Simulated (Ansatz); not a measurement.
Relaxation of a generated cell, CsSnI3 placed in the AFLOW prototype ABC3_hR10_167_a_b_e (as in LiNbO3); 10 atoms in the cell, which starts as R-3c, hexagonal axes (No. 167), hR10; a = 8.5713 Å, b = 8.5713 Å, c = 22.4603 Å, α = 90.00°, β = 90.00°, γ = 120.00°. Calculation: r2SCAN (plane waves to 500 eV, PAW, scalar-relativistic; Ansatz, a program for electronic structure). Γ-centred k-mesh 4×4×4 on the run's cell (coarser than for final values), Fermi–Dirac smearing 0.05 eV. This is the first round of the run. 

The optimiser's lines from the output (shortened; P is positive under compression):

```
relax step   1: F+E_penalty+E_count = -68627.58533481 eV  Δ(F+E_penalty+E_count) = +0.000e0 eV  max|allowed force component| = 9.410e-1 eV/Å  Δτ_max = 0.0000 Å  P = +0.811 GPa  Ω = 476.345 Å³  (8 SCF iters, dr2 threshold 1.00e-7 eV, accepted)
relax step   2: F+E_penalty+E_count = -68628.48550091 eV  Δ(F+E_penalty+E_count) = -9.002e-1 eV  max|allowed force component| = 3.442e-1 eV/Å  Δτ_max = 0.1947 Å  P = +0.097 GPa  Ω = 478.126 Å³  (8 SCF iters, dr2 threshold 1.00e-6 eV, accepted)
relax step   3: F+E_penalty+E_count = -68628.72175991 eV  Δ(F+E_penalty+E_count) = -2.363e-1 eV  max|allowed force component| = 1.365e-1 eV/Å  Δτ_max = 0.1157 Å  P = +0.194 GPa  Ω = 471.322 Å³  (6 SCF iters, dr2 threshold 1.00e-6 eV, accepted)
relax step   4: F+E_penalty+E_count = -68628.78101347 eV  Δ(F+E_penalty+E_count) = -5.925e-2 eV  max|allowed force component| = 5.113e-2 eV/Å  Δτ_max = 0.0717 Å  P = +0.102 GPa  Ω = 472.751 Å³  (6 SCF iters, dr2 threshold 1.00e-6 eV, accepted)
relax step   5: F+E_penalty+E_count = -68628.79642295 eV  Δ(F+E_penalty+E_count) = -1.541e-2 eV  max|allowed force component| = 2.631e-3 eV/Å  Δτ_max = 0.1028 Å  P = -0.063 GPa  Ω = 478.855 Å³  (7 SCF iters, dr2 threshold 1.63e-7 eV, accepted)
relax step   6: F+E_penalty+E_count = -68628.79692317 eV  Δ(F+E_penalty+E_count) = -5.002e-4 eV  max|allowed force component| = 4.278e-4 eV/Å  Δτ_max = 0.0054 Å  P = +0.003 GPa  Ω = 477.212 Å³  (6 SCF iters, dr2 threshold 1.25e-8 eV, accepted)
relax step   7: F+E_penalty+E_count = -68628.79729293 eV  Δ(F+E_penalty+E_count) = -3.698e-4 eV  max|allowed force component| = 4.147e-4 eV/Å  Δτ_max = 0.0000 Å  P = +0.003 GPa  Ω = 477.212 Å³  stress off target by 3.79e-3 GPa  SCF on the basis re-selected at this cell (its energy is not comparable with the rows above)  (9 SCF iters)
```

From the first to the last row the energy changes by -0.12 eV/atom and the volume by +0.2 %. The last row is marked as not comparable with the walk above it, whose basis was carried along; it does compare with step 1, since both stand on a basis selected at the nominal cutoff for their own cell.

Later rounds, restarted from the end of this one on a renewed k-mesh, logged 2 more steps and released under 1 meV/atom more. The final structure after all rounds: R-3c, hexagonal axes (No. 167), hR10, AFLOW prototype ABC3_hR10_167_a_b_e (as in LiNbO3); a = b = 8.8404 Å, c = 21.1522 Å, α = β = 90.00°, γ = 120.00°. Between re-selections the logged energies stand on a plane-wave basis carried along with the cell. No spin polarisation in the result.

The run could not lose the symmetry of its start, so the end can be a saddle point.

The relaxed structure here is a generated cell of CsSnI3: the first start was made by placing the elements on the sites of a structure type, and the end was not matched to a known phase here, so it may be hypothetical. Known forms of CsSnI3 include space group No. 62, 221.
